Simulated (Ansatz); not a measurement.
Re:
```
CELL_PARAMETERS angstrom
      0.00000     2.79717     2.79717
      2.79717     0.00000     2.79717
      2.79717     2.79717     0.00000
ATOMIC_POSITIONS crystal
  Re 0.00000 0.00000 0.00000
  Re 0.25000 0.25000 0.25000
```

Relaxed with PBEsol. Special points in fractions of this cell's reciprocal vectors: Γ (0.000, 0.000, 0.000); X (0.500, 0.000, 0.500); U (0.625, 0.250, 0.625); K (0.375, 0.375, 0.750); L (0.500, 0.500, 0.500); W (0.500, 0.250, 0.750).

### Question
List the band energies nearest the Fermi level at these points for DFT-PBEsol in the program Ansatz with PAW potentials.

### Answer
In eV from the Fermi level; about four levels below and three above (degenerate sets whole), none deeper than 8.9 eV; points with the same levels are listed once.

```csv
k,below,above
Γ,-3.07 -3.07 -2.23 -2.23 -2.23,0.71 0.71 0.71
X,-2.42 -2.42 -1.88 -1.88,0.01 0.01 3.81 3.81
U,-1.91 -0.51 -0.40 -0.07,2.64 3.62 4.15
L,-2.77 -2.77 -2.48 -2.48 -0.86,1.81 1.81 3.42 3.42
W,-0.83 -0.83 -0.78 -0.78,3.98 3.98 4.34 4.34
```

Space group Fd-3m (diamond). The start of the workflow was typed in or built on a structure type; neither database checked (COD, Materials Project) lists it. It is not the phase usual at ambient conditions (space group No. 194). The PBEsol relaxation kept the symmetry of its start. At this level the phase is mechanically unstable. No spin polarisation was allowed. Spin–orbit coupling is left out wherever it is not named.

Potentials: the earlier of the program's two PAW sets. The files were generated under PBE; for other functionals the program regenerates the frozen cores, and for LDA and PBEsol the local potential too.
